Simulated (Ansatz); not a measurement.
The start is a generated cell, HfSiO4 built in the AFLOW prototype AB4C_hP6_191_a_h_b (as in MgAlB4). A full variable-cell relaxation at zero pressure is run with PBE (plane waves to 420 eV, PAW, scalar-relativistic; Ansatz, a quantum-chemistry and plane-wave program). The first steps use a coarse 8×8×4 k-mesh.

The start:
```
CELL_PARAMETERS angstrom
      3.20469     0.00000     0.00000
     -1.60235     2.77535     0.00000
      0.00000     0.00000     7.06600
ATOMIC_POSITIONS crystal
  Hf 0.00000 0.00000 0.50000
  Si 0.00000 0.00000 0.00000
  O  0.33333 0.66667 0.24130
  O  0.66667 0.33333 0.24130
  O  0.66667 0.33333 0.75870
  O  0.33333 0.66667 0.75870
```

### Question
Which atoms feel the largest initial force, and how large is it?

### Answer
About 1.1 eV/Å, on O3, O4, O5, O6 (atoms numbered as listed).

### Question
How does the volume change?

### Answer
+0.3 %, from 10.47 to 10.51 Å³/atom.

### Question
How do the shortest distances between atoms change?

### Answer
The closest pairs of elements (up to four, under 3.6 Å), start → end: O–O 1.85 → 2.09 Å; Hf–O 2.60 → 2.43 Å; O–Si 2.52 → 2.59 Å; Hf–Si 3.53 → 2.79 Å.

### Question
Is the relaxed structure metallic? Give its gap.

### Answer
No gap (metallic).

### Question
Give the final cell and atomic positions.

### Answer

```cif
data_HfO4Si
_chemical_formula_sum 'Hf1 Si1 O4'
_space_group_name_H-M_alt 'P6/mmm'
_space_group_IT_number 191
_space_group_name_Hall '-P 6 2'
_cell_length_a 3.61278
_cell_length_b 3.61278
_cell_length_c 5.57763
_cell_angle_alpha 90.000
_cell_angle_beta 90.000
_cell_angle_gamma 120.000
loop_
_atom_site_label
_atom_site_type_symbol
_atom_site_symmetry_multiplicity
_atom_site_Wyckoff_symbol
_atom_site_fract_x
_atom_site_fract_y
_atom_site_fract_z
_atom_site_occupancy
Hf1 Hf 1 b 0.00000 0.00000 0.50000 1
Si1 Si 1 a 0.00000 0.00000 0.00000 1
O1 O 4 h 0.33333 0.66667 0.27531 1
```

The space group stays P6/mmm (No. 191) (the run could not lower it), with 6 atoms in the primitive cell. Final values are on a 15×15×9 k-mesh of the relaxed cell. No spin polarisation in the result. No Hubbard U is applied.

The run could not lower the symmetry of its start; a shaken copy of this end point relaxes with PBE to Pmm2 (No. 25), 2.38 eV/atom lower.

The relaxed structure here is a generated cell of HfSiO4: the first start was made by placing the elements on the sites of a structure type, and the end was not matched to a known phase here, so it may be hypothetical.
